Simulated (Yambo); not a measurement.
G0W0@PBEsol for Ag$_{2}$S (space group Cmc2_1, No. 36) in Yambo. Reference settings: 4×4×2 Γ-centred k mesh, bands 17 to 159 and a 6 Ry block in the screening, 159 bands in G with the Bruneval-Gonze terminator, plasmon pole fitted at 27.2 eV. The PBEsol gap (0, -0.5, 0) → Γ on this mesh is 1.21 eV; G0W0 gaps are taken between the same points.

The settings were changed. The gap went from 2.06 eV to 2.09 eV, and the shift of the valence edge from -0.45 eV to -0.39 eV.

Task: What was changed between the two runs?
(A) no terminator
(B) 90 bands in W
(C) 113 bands in G, no terminator
(D) pole fitted at 15 eV

Result: D, pole fitted at 15 eV. The others gave (gap, valence shift): no terminator: 1.97, -0.24 eV; 90 bands in W: 2.22, -0.33 eV; 113 bands in G, no terminator: 1.95, -0.09 eV.

Spin-orbit coupling is not included.

Geometry of the Materials Project entry, not relaxed at this level; primitive cell a = 4.265 Å, b = 4.265 Å, c = 7.589 Å, α = 90.00°, β = 90.00°, γ = 111.83°.

The structure is a Materials Project entry; no match was found in the copy of COD used, and its stability was not checked.

A shift is the quasiparticle energy of the state minus its PBEsol energy.
